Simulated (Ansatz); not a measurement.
Relaxed-ion elastic tensor of Ti2SnC in space group P6_3/mmc (No. 194; Ti on 4f, Sn on 2d, C on 2a) in GPa (Voigt order), r²SCAN in the plane-wave PAW code Ansatz; density 6.31 g/cm³, 14.90 Å³ per atom.

```
      1     2     3    4    5     6
-  ----  ----  ----  ---  ---  ----
1   276  85.0  74.9  0.0  0.0   0.0
2  85.0   276  74.9  0.0  0.0   0.0
3  74.9  74.9   280  0.0  0.0   0.0
4   0.0   0.0   0.0  101  0.0   0.0
5   0.0   0.0   0.0  0.0  101   0.0
6   0.0   0.0   0.0  0.0  0.0  95.5
```

Task: Is the crystal mechanically stable?

Result: Yes: the smallest eigenvalue of C is 95.5 GPa.

Task: Work out the Voigt, Reuss and Hill averages.

Result: K_V = 145, K_R = 145, K_H = 145; G_V = 99.3, G_R = 99.2, G_H = 99.3 GPa.

Task: Give Young's modulus, Poisson's ratio, Pugh's ratio and the universal anisotropy index.

Result: E = 9KG/(3K + G) = 242 GPa; ν = 0.22; K/G = 1.46 (brittle by the Pugh limit of 1.75); A_U = 5G_V/G_R + K_V/K_R − 6 = 0.01.

Task: Estimate the sound speeds and the Debye temperature.

Result: v_l = √((K + 4G/3)/ρ) = 6620 m/s, v_t = √(G/ρ) = 3970 m/s, mean 4390 m/s; Θ = (h/k)(3n/4πV)^(1/3) v_m = 531 K.

Task: Solve the Christoffel equation for the three sound speeds along x, y, z.

Result: Eigenvalues of C_ijkl n_j n_l equal ρv². In km/s, slowest first: x 3.89, 4.00, 6.61; y 3.89, 4.00, 6.61; z 4.00, 4.00, 6.66.

Task: How much does each axis shrink under pressure?

Result: Linear compressibilities β_i = Σ_j S_ij (j = 1 to 3): x 2.3, y 2.3, z 2.4 per TPa.

The workflow started from a Materials Project entry (that database holds measured and hypothetical structures alike); the Crystallography Open Database copy checked does not list it. Its standing as an ambient phase is unchecked. The cell was relaxed with r²SCAN under the symmetry of its start; whether a distortion lowers the energy is not shown. The run is not spin-polarised. As this level gives no gap, shear constants depend on the k-mesh and smearing (Fermi–Dirac, 0.1 eV here). Scalar-relativistic: spin–orbit coupling is off unless named, which matters more the heavier the elements.

Potentials: the earlier of the program's two PAW sets.
